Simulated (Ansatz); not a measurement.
A geometry of TaRu away from equilibrium: step 11 of the relaxation of a generated cell, TaRu placed in the AFLOW prototype AB_hP8_194_ad_f (B_i, as in TiAs). Calculation: PBE (plane waves to 420 eV, PAW, scalar-relativistic; Ansatz, an electronic-structure program). Γ-centred k-mesh 11×11×3 on the run's cell (coarser than for final values), Fermi–Dirac smearing 0.05 eV.

```xyz
8
Lattice="3.1416 0.0000 0.0000 -1.5708 2.7207 0.0000 0.0000 0.0000 15.4416" Properties=species:S:1:pos:R:3 pbc="T T T"
Ta     0.0000     1.8138     1.9588
Ta     1.5708     0.9069     9.6796
Ta     1.5708     0.9069    13.4829
Ta     0.0000     1.8138     5.7620
Ru     0.0000     0.0000     0.0000
Ru     0.0000     0.0000     7.7208
Ru     0.0000     1.8138    11.5812
Ru     1.5708     0.9069     3.8604
```

Task: Which atoms carry the largest force, and which way does it point?

Result: No atom: all forces are below 0.005 eV/Å; only the cell is out of equilibrium.

Task: What is the pressure?

Result: +4.3 GPa, compression positive.

Task: How far above the relaxed end point is this geometry?

Result: 0.05 eV/atom; the path ends in P6₃/mmc (No. 194).

No spin polarisation in the result.

The run could not lose the symmetry of its start: the end is stationary, and may be a saddle point rather than a minimum.

The end of the path is a generated cell of TaRu: the first start was made by placing the elements on the sites of a structure type, and the end was not matched to a known phase here, so it may be hypothetical.
